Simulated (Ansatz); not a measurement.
Starting cell, Sr (fcc, Cu type):

```
Sr
1.0
    0.00000     6.02891     6.02891
    3.01445     0.00000     3.01445
    3.01445     3.01445     0.00000
Sr
2
Cartesian
  0.00000   0.00000   0.00000
  3.01445   3.01445   6.02891
```

A phonon eigenvector at L = (0.5, 0.0, 0.0) is frozen into this cell: atom i moves by Q times the vector below, so Q is the largest atomic displacement, in Å. The cell is held. It is one choice among 2 degenerate patterns. (q is in reciprocal vectors of the primitive cell; the cell shown is doubled to hold the pattern.)

```csv
atom,x,y,z
Sr1,0.285,-0.520,0.805
Sr2,-0.285,0.520,-0.805
```

Level of theory: PBE (plane waves to 420 eV, PAW, scalar-relativistic; Ansatz, a first-principles code). k mesh 13×13×13 (Γ-centred), Fermi-Dirac smearing 0.05 eV. The energy includes the smearing's −TS. With partly filled bands, energies and forces of such displacements shift with the k mesh and the smearing. Sr was relaxed with its symmetry unable to fall. The PAW data are Ansatz's earlier set. The zero of ΔE is the undisplaced structure.

```tsv
Q (Å)	ΔE (meV/cell)	−dE/dQ from forces (eV/Å)
-0.280	54.4	0.357
-0.233	38.7	0.313
-0.187	25.3	0.261
-0.140	14.4	0.202
-0.093	6.5	0.138
-0.047	1.6	0.070
0.000	0.0	0.000
0.047	1.6	-0.070
0.093	6.5	-0.138
0.140	14.4	-0.202
0.187	25.3	-0.261
0.233	38.7	-0.313
0.280	54.4	-0.357
```

Read from the data:

```
Item                                                                                                                 Result
-----------------------------------------------------------  --------------------------------------------------------------
Energy at Q = 0.280 Å                                                                                         54.4 meV/cell
Space group of the distorted cell                                                           P-1 (No. 2), lowered from Fm-3m
Symmetry of the curve                                                                         even: the same for both signs
Shape of the curve                                           a single well with its minimum at or next to zero displacement
Harmonic wavenumber from the curvature (finite differences)                                                         48 cm⁻¹
Wavenumber by perturbation theory (DFPT, on another k mesh)                                                         48 cm⁻¹
```

The 13 points together took around 14 core-minutes (rough).

(A displaced cell: forces are minus the slopes of the energy, force constants its curvatures, and phonons follow from these.)
